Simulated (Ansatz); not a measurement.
Input and command of a plane-wave DFT calculation in Ansatz:

```yaml
crystal:
  lattice:
    - [0.0, 3.0535616558, 3.0535616558]
    - [3.0535616558, 0.0, 3.0535616558]
    - [3.0535616558, 3.0535616558, 0.0]
  atoms:
    - { symbol: In, position: [0.75, 0.75, 0.75] }
    - { symbol: As, position: [0.0, 0.0, 0.0] }
basis:
  ecutwfc: 500
kpoints:
  mp_grid: { grid: [6, 6, 6] }
hamiltonian:
  xc: r2scan
scf:
  occupations: { method: gaussian, width: 0.1 }
output:
  forces: true
  stress: true
  eigenvalues: true
```

```bash
ansatz run input.yaml --threads 1 --pin off --max-ram 2560MiB --backend cpu --events-out ev --progress --plain --runs-dir out
```

Processor: AMD EPYC 9R45 96-Core Processor (Zen 5), 1 thread, on a host shared with other jobs.

**Question.** Estimate time, memory and problem size.

**Answer.** About 1.9 s on 1 thread of AMD EPYC 9R45 96-Core Processor (Zen 5), on a shared host, peak memory 0.51 GiB. It solves 18 bands at 16 k points (the mesh reduced by the symmetry that the task leaves, which can be less than the crystal's) with about 1459 plane waves, in 6 SCF iterations.
